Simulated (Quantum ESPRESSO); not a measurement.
# In4Sc2WTi: finding a planted mistake in a log

Simulated, not a measurement. The program is pw.x of Quantum ESPRESSO 7.5 (plane-wave density functional theory). The cell is made up: eight metal atoms on a hexagonal close-packed lattice, with elements, volume, strain and displacements drawn at random and not relaxed, so it may be unstable or far from any real phase. PseudoDojo standard norm-conserving files set the functional (PBE unless stated); there is no spin polarisation or spin-orbit coupling, the Fermi-Dirac width of 0.25 eV means electrons at about 2900 K, and the masses in the input are unused placeholders. Heavy elements are run without spin-orbit coupling, which real alloys of them have. A spin test at this wide smearing found no moment, but such smearing suppresses magnetism that the real alloy may have.

Intended input:

```
&control calculation='scf', pseudo_dir='./dojo.nc.sr.pbe.v0_5.standard.upf', outdir='./o', disk_io='minimal', tprnfor=.true., tstress=.true. /
&system ibrav=0, nat=8, ntyp=4, nbnd=64, ecutwfc=84.00895049, nosym=.true., tot_charge=0,
 occupations='smearing', smearing='fd', degauss=0.0183746611
/
&electrons conv_thr=1.470e-08, electron_maxstep=70, mixing_beta=0.5 /
ATOMIC_SPECIES
In 1.0 In.upf
Sc 1.0 Sc.upf
Ti 1.0 Ti.upf
W 1.0 W.upf
CELL_PARAMETERS angstrom
-3.0908 0.0 0.0
0.0 5.3535 0.0
1.5454 -2.6767 -10.33
ATOMIC_POSITIONS angstrom
In -0.0336 -0.1 -0.0317
Sc -0.1487 1.796 -2.6269
Sc -0.0086 0.1207 -5.3174
W 0.1579 1.6713 -7.7914
Ti -1.539 2.5885 0.021
In -1.5613 4.5447 -2.53
In -1.4777 2.8276 -5.2144
In -1.5619 -0.7997 -7.7893
K_POINTS automatic
8 5 3 1 1 1
```

The log is shortened where brackets say so; the opening notice, blank lines, dates and the lines on written files are dropped, and the path of the files is cut. It prints rydbergs, bohrs and kilobars, and counts compression as positive stress. Its total energy is the free energy E - TS of the whole cell.

Log of the intended run:

```
     Program PWSCF v.7.5
     Parallel version (MPI & OpenMP), running on       4 processor cores
     Number of MPI processes:                 4
     Threads/MPI process:                     1
     [start-up lines left out]
     bravais-lattice index     =            0
     lattice parameter (alat)  =       5.8408  a.u.
     unit-cell volume          =    1153.4682 (a.u.)^3
     number of atoms/cell      =            8
     number of atomic types    =            4
     number of electrons       =       100.00
     number of Kohn-Sham states=           64
     kinetic-energy cutoff     =      84.0090  Ry
     charge density cutoff     =     336.0358  Ry
     scf convergence threshold =      1.5E-08
     mixing beta               =       0.5000
     number of iterations used =            8  plain     mixing
     Exchange-correlation= PBE
                           (   1   4   3   4   0   0   0)
     [axes and pseudopotential details left out]
   Cartesian axes
     site n.     atom                  positions (alat units)
         1        In     tau(   1) = (  -0.0108710  -0.0323541  -0.0102562  )
         2        Sc     tau(   2) = (  -0.0481105   0.5810793  -0.8499094  )
         3        Sc     tau(   3) = (  -0.0027825   0.0390514  -1.7203960  )
         4        W      tau(   4) = (   0.0510871   0.5407338  -2.5208360  )
         5        Ti     tau(   5) = (  -0.4979293   0.8374854   0.0067944  )
         6        In     tau(   6) = (  -0.5051443   1.4703960  -0.8185583  )
         7        In     tau(   7) = (  -0.4780963   0.9148441  -1.6870713  )
         8        In     tau(   8) = (  -0.5053384  -0.2587356  -2.5201566  )
     number of k points=    60  Fermi-Dirac smearing, width (Ry)=  0.0184
                       cart. coord. in units 2pi/alat
        k(    1) = (  -0.0625000   0.0577342  -0.0741779), wk =   0.0333333
        k(    2) = (  -0.0625000   0.0577342   0.1252929), wk =   0.0333333
     [further k points left out]
     Dense  grid:   120005 G-vectors     FFT dimensions: (  36,  60, 120)
     Estimated max dynamical RAM per process >     422.80 MB
     Estimated total dynamical RAM >       1.57 GB
     Initial potential from superposition of free atoms
     starting charge      99.9770, renormalised to     100.0000
     Starting wfcs are   76 randomized atomic wfcs
     total cpu time spent up to now is        6.7 secs
     per-process dynamical memory:   336.9 Mb
     Self-consistent Calculation
     iteration #  1     ecut=    84.01 Ry     beta= 0.50
     Davidson diagonalization with overlap
     ethr =  1.00E-02,  avg # of iterations =  2.0
     Threshold (ethr) on eigenvalues was too large:
     Diagonalizing with lowered threshold
     Davidson diagonalization with overlap
     ethr =  4.01E-04,  avg # of iterations =  4.8
     total cpu time spent up to now is       35.1 secs
     total energy              =    -995.43114114 Ry
     estimated scf accuracy    <       0.43501892 Ry
     iteration #  2     ecut=    84.01 Ry     beta= 0.50
     Davidson diagonalization with overlap
     ethr =  4.35E-04,  avg # of iterations =  9.2
     total cpu time spent up to now is       56.2 secs
     total energy              =    -994.89721501 Ry
     estimated scf accuracy    <      11.71057124 Ry
     [iterations 3 to 16 left out]
     iteration # 17     ecut=    84.01 Ry     beta= 0.50
     Davidson diagonalization with overlap
     ethr =  2.08E-10,  avg # of iterations =  2.0
     total cpu time spent up to now is      280.8 secs
     total energy              =    -995.62319545 Ry
     estimated scf accuracy    <       0.00000005 Ry
     iteration # 18     ecut=    84.01 Ry     beta= 0.50
     Davidson diagonalization with overlap
     ethr =  5.37E-11,  avg # of iterations =  1.5
     total cpu time spent up to now is      292.1 secs
     End of self-consistent calculation
     [lines on levels left out]
!    total energy              =    -995.62319546 Ry
     estimated scf accuracy    <          1.4E-09 Ry
     smearing contrib. (-TS)   =      -0.10762133 Ry
     internal energy E=F+TS    =    -995.51557413 Ry
     The total energy is F=E-TS. E is the sum of the following terms:
     one-electron contribution =    -256.63735001 Ry
     hartree contribution      =     190.12543253 Ry
     xc contribution           =    -243.42360468 Ry
     ewald contribution        =    -685.58005196 Ry
     convergence has been achieved in  18 iterations
     Forces acting on atoms (cartesian axes, Ry/au):
     atom    1 type  1   force =     0.00412354    0.01030794    0.03798304
     atom    2 type  2   force =     0.01891525    0.02630885    0.01369957
     atom    3 type  2   force =     0.00337090    0.01560738    0.01105028
     atom    4 type  4   force =    -0.00742346    0.01030058   -0.01895381
     atom    5 type  3   force =    -0.00854357    0.01356309    0.00863334
     atom    6 type  1   force =    -0.00923435   -0.02569820   -0.02001534
     atom    7 type  1   force =    -0.00935572   -0.02111306   -0.02163251
     atom    8 type  1   force =     0.00814741   -0.02927658   -0.01076456
     Total force =     0.084968     Total SCF correction =     0.000122
     Computing stress (Cartesian axis) and pressure
          total   stress  (Ry/bohr**3)                   (kbar)     P=      -12.57
   0.00002196  -0.00001406  -0.00000709            3.23       -2.07       -1.04
  -0.00001406  -0.00014365   0.00005634           -2.07      -21.13        8.29
  -0.00000709   0.00005634  -0.00013463           -1.04        8.29      -19.80
     init_run     :      6.28s CPU      6.54s WALL (       1 calls)
     electrons    :    283.23s CPU    285.44s WALL (       1 calls)
     forces       :      2.23s CPU      2.27s WALL (       1 calls)
     stress       :      7.84s CPU      7.84s WALL (       1 calls)
     [timing details left out]
     PWSCF        :   4m59.77s CPU   5m 2.36s WALL
     JOB DONE.
```

A second run was made from an input with one planted mistake. Its log:

```
     Program PWSCF v.7.5
     Parallel version (MPI & OpenMP), running on       4 processor cores
     Number of MPI processes:                 4
     Threads/MPI process:                     1
     [start-up lines left out]
     bravais-lattice index     =            0
     lattice parameter (alat)  =       5.8408  a.u.
     unit-cell volume          =    1153.4682 (a.u.)^3
     number of atoms/cell      =            8
     number of atomic types    =            4
     number of electrons       =       100.00
     number of Kohn-Sham states=           64
     kinetic-energy cutoff     =      84.0090  Ry
     charge density cutoff     =     336.0358  Ry
     scf convergence threshold =      1.5E-08
     mixing beta               =       0.5000
     number of iterations used =            8  plain     mixing
     Exchange-correlation= PBE
                           (   1   4   3   4   0   0   0)
     [axes and pseudopotential details left out]
   Cartesian axes
     site n.     atom                  positions (alat units)
         1        In     tau(   1) = (  -0.0108710  -0.0323541  -0.0102562  )
         2        Sc     tau(   2) = (  -0.0481105   0.5810793  -0.8499094  )
         3        Sc     tau(   3) = (  -0.0027825   0.0099327  -1.7203960  )
         4        W      tau(   4) = (   0.0510871   0.5407338  -2.5208360  )
         5        Ti     tau(   5) = (  -0.4979293   0.8374854   0.0067944  )
         6        In     tau(   6) = (  -0.5051443   1.4703960  -0.8185583  )
         7        In     tau(   7) = (  -0.4780963   0.9148441  -1.6870713  )
         8        In     tau(   8) = (  -0.5053384  -0.2587356  -2.5201566  )
     number of k points=    60  Fermi-Dirac smearing, width (Ry)=  0.0184
                       cart. coord. in units 2pi/alat
        k(    1) = (  -0.0625000   0.0577342  -0.0741779), wk =   0.0333333
        k(    2) = (  -0.0625000   0.0577342   0.1252929), wk =   0.0333333
     [further k points left out]
     Dense  grid:   120005 G-vectors     FFT dimensions: (  36,  60, 120)
     Estimated max dynamical RAM per process >     422.80 MB
     Estimated total dynamical RAM >       1.57 GB
     Initial potential from superposition of free atoms
     starting charge      99.9770, renormalised to     100.0000
     Starting wfcs are   76 randomized atomic wfcs
     total cpu time spent up to now is        6.9 secs
     per-process dynamical memory:   328.1 Mb
     Self-consistent Calculation
     iteration #  1     ecut=    84.01 Ry     beta= 0.50
     Davidson diagonalization with overlap
     ethr =  1.00E-02,  avg # of iterations =  2.0
     Threshold (ethr) on eigenvalues was too large:
     Diagonalizing with lowered threshold
     Davidson diagonalization with overlap
     ethr =  4.06E-04,  avg # of iterations =  4.8
     total cpu time spent up to now is       35.1 secs
     total energy              =    -995.42112473 Ry
     estimated scf accuracy    <       0.44017960 Ry
     iteration #  2     ecut=    84.01 Ry     beta= 0.50
     Davidson diagonalization with overlap
     ethr =  4.40E-04,  avg # of iterations =  9.3
     total cpu time spent up to now is       56.4 secs
     total energy              =    -994.85805171 Ry
     estimated scf accuracy    <      12.92844480 Ry
     [iterations 3 to 16 left out]
     iteration # 17     ecut=    84.01 Ry     beta= 0.50
     Davidson diagonalization with overlap
     ethr =  2.79E-10,  avg # of iterations =  2.0
     total cpu time spent up to now is      282.6 secs
     total energy              =    -995.61875074 Ry
     estimated scf accuracy    <       0.00000005 Ry
     iteration # 18     ecut=    84.01 Ry     beta= 0.50
     Davidson diagonalization with overlap
     ethr =  4.72E-11,  avg # of iterations =  3.6
     total cpu time spent up to now is      295.8 secs
     End of self-consistent calculation
     [lines on levels left out]
!    total energy              =    -995.61875074 Ry
     estimated scf accuracy    <          2.0E-09 Ry
     smearing contrib. (-TS)   =      -0.10819391 Ry
     internal energy E=F+TS    =    -995.51055683 Ry
     The total energy is F=E-TS. E is the sum of the following terms:
     one-electron contribution =    -256.79349994 Ry
     hartree contribution      =     190.19123763 Ry
     xc contribution           =    -243.42119927 Ry
     ewald contribution        =    -685.48709525 Ry
     convergence has been achieved in  18 iterations
     Forces acting on atoms (cartesian axes, Ry/au):
     atom    1 type  1   force =     0.00406273    0.01013636    0.03839136
     atom    2 type  2   force =     0.01921652    0.02514261    0.01199277
     atom    3 type  2   force =     0.00394897    0.03661346    0.01323435
     atom    4 type  4   force =    -0.00778565    0.00825428   -0.01756416
     atom    5 type  3   force =    -0.00864263    0.01378000    0.00875262
     atom    6 type  1   force =    -0.00924780   -0.02623676   -0.01834460
     atom    7 type  1   force =    -0.00973451   -0.03827795   -0.02177055
     atom    8 type  1   force =     0.00818238   -0.02941200   -0.01469181
     Total force =     0.096645     Total SCF correction =     0.000111
     Computing stress (Cartesian axis) and pressure
          total   stress  (Ry/bohr**3)                   (kbar)     P=      -11.81
   0.00003809  -0.00000925  -0.00000404            5.60       -1.36       -0.59
  -0.00000925  -0.00014795   0.00005184           -1.36      -21.76        7.63
  -0.00000404   0.00005184  -0.00013095           -0.59        7.63      -19.26
     init_run     :      6.23s CPU      6.53s WALL (       1 calls)
     electrons    :    287.15s CPU    288.95s WALL (       1 calls)
     forces       :      2.25s CPU      2.26s WALL (       1 calls)
     stress       :      7.95s CPU      8.14s WALL (       1 calls)
     [timing details left out]
     PWSCF        :   5m 3.97s CPU   5m 6.30s WALL
     JOB DONE.
```

Question: the log repeats what the program read. Compare it with the intended run: what was wrong in the second input?

Answer: one coordinate of one atom is wrong. The input lines that differ:

```
- Sc -0.0086 0.1207 -5.3174
+ Sc -0.0086 0.0307 -5.3174
```

```
                                            intended run  run with the mistake
                          free energy (eV)    -13546.144            -13546.083
         entropy term -TS, part of it (eV)        -1.464                -1.472
                            pressure (GPa)         -1.26                 -1.18
size of the largest force component (eV/Å)         0.977                 0.987
largest change of a force component (eV/Å)                               0.540
                                iterations            18                    18
```

For scale, a rerun of the intended cell at a higher cutoff and on a denser mesh moved values by no more than 0.005 eV in energy, 0.14 GPa in stress and 0.016 eV/Å in force, and a second program with other atomic files agreed on that cell to 2 % rms in force and 0.5 GPa in pressure.